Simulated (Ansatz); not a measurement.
The cell below belongs to a search over invented structures; it isn't taken from experiment.

Input and command of a plane-wave DFT calculation in Ansatz:

```yaml
crystal:
  lattice:
    - [3.90011922, 0.0, 0.0]
    - [0.0, 3.90011922, 0.0]
    - [0.0, 0.0, 8.27989958]
  atoms:
    - { symbol: Pr, position: [0.0, 0.0, 0.62515002] }
    - { symbol: As, position: [0.5, 0.0, 0.99856102] }
    - { symbol: As, position: [0.0, 0.5, 0.99856102] }
    - { symbol: As, position: [0.5, 0.5, 0.378887] }
    - { symbol: Au, position: [0.5, 0.5, 0.72860098] }
    - { symbol: Au, position: [0.0, 0.0, 0.270239] }
basis:
  ecutwfc: 660
kpoints:
  mp_grid: { grid: [4, 4, 2] }
hamiltonian:
  xc: pbe
  pseudopotentials:
    kind: paw
    azcp: { Pr: "pseudopotentials/pbe/nc/lanthanide_3plus/Pr.nc.azcp" }
scf:
  occupations: { method: gaussian, width: 0.1 }
  lower_state_search: "off"
output:
  forces: true
  stress: true
  eigenvalues: true
relax:
  adjacent_minimum: "off"
  f_tol: 0.04
  max_steps: 70
  cell: { stress_tol: 0.4 }
```

```bash
ansatz run input.yaml --threads 1 --pin off --max-ram 2560MiB --backend cpu --events-out ev --progress --plain --runs-dir out
```

Processor: Intel(R) Xeon(R) Processor @ 2.70GHz, 1 thread, on a host shared with other jobs.

Q: Estimate time, memory and problem size.

A: About 2.6 min, peak memory 0.52 GiB. It solves 57 bands at 12 k points (after reduction by symmetry) with about 5313 plane waves (on the last cell), in 89 SCF iterations over 11 ionic steps.

With its 4f electrons in the core of a norm-conserving potential, the lanthanide is trivalent by construction, without f bands, f moments or other valences.
